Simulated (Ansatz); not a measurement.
In$_{2}$Pt (cubic Laves (MgCu2 type), Fd-3m), PBE (plane waves, PAW; program Ansatz), all energies at zero smearing, with the estimated change up to a 700 eV cutoff added, with one set of potentials and settings (totals compare only within such a set). Cell of 6 atoms (4 In, 2 Pt): -47438.050 eV.

```csv
element,reference phase,E (eV/atom)
In,"I4/mmm, 1 atoms in the cell",-5597.9156
Pt,"Fm-3m, 1 atoms in the cell",-12524.7059
```

Formation energy per atom, worked out: (-47438.050 − 4×(-5597.9156) − 2×(-12524.7059))/6 = 0.504 eV/atom (49 kJ per mol of atoms), at 0 K, without zero-point energy or fitted corrections.

The cell is a constructed one: a structure type filled with these elements; neither database checked (COD, Materials Project) lists it. COD files the formula under space group No. 225. Whether it is the stable phase at ambient conditions was not checked. The cell was relaxed with PBE under the symmetry of its start; whether a distortion lowers the energy is not shown. No spin polarisation was allowed. The references are the lowest solids computed at this level, not always the standard phases. Spin–orbit coupling is left out wherever it is not named.

Potentials: the earlier of the program's two PAW sets.
